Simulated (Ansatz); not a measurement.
This guess for KNbAl4 is about to be relaxed.

```
K Al Nb
1.0
     0.00000    3.75242    3.75242
     3.75242    0.00000    3.75242
     3.75242    3.75242    0.00000
K Al Nb
1 4 1
Cartesian
  1.8762 1.8762 1.8762
  2.8078 2.8078 4.6971
  2.8078 4.6971 2.8078
  4.6971 2.8078 2.8078
  4.6971 4.6971 4.6971
  0.0000 0.0000 0.0000
```

Level of theory: Ansatz, DFT PBE, scalar-relativistic, plane waves, PAW. Cutoff 420 eV, Gaussian smearing, Γ-centred meshes. Cell and atoms relax first on a coarse mesh and then on a finer one. In between, the cell is made exact in the group found at 0.06 Å. In metals the finer mesh still leaves noise of several meV/atom or more. The steps can't lower the symmetry of their start. Collinear spin is switched on along the way, since trial moments persisted in a coarse test.

A guess keeps its type if space group and coordination stay and the shape of the cell changes little (axis ratios within about 15 %, angles within 6°); the volume may change.

Problem. Will the relaxed cell still be of the starting type?

Solution. It keeps its type. The symmetry stays F-43m (No. 216). The volume per atom grows by 9.3 %, from 17.6 to 19.2 Å³. The shortest distance goes from 2.63 Å (Al–Al) to 2.72 Å (Al–Al). Counting neighbours within 15 % of an atom's shortest distance, the start has Al 6, K 16, Nb 16 and the end Al 6, K 16, Nb 16.

Formation energies are uncorrected and refer to the elements' standard structures at the same level.

Problem. At what energy does it end?

Solution. +0.25 eV/atom. The separate elements lie lower, so it is unstable against them.

The last run used collinear spin, an 8×8×8 mesh for its 6-atom cell and Gaussian smearing of 0.10 eV. Another magnetic order may lie lower. Symmetry constrained the relaxation, so the result can be a saddle point.
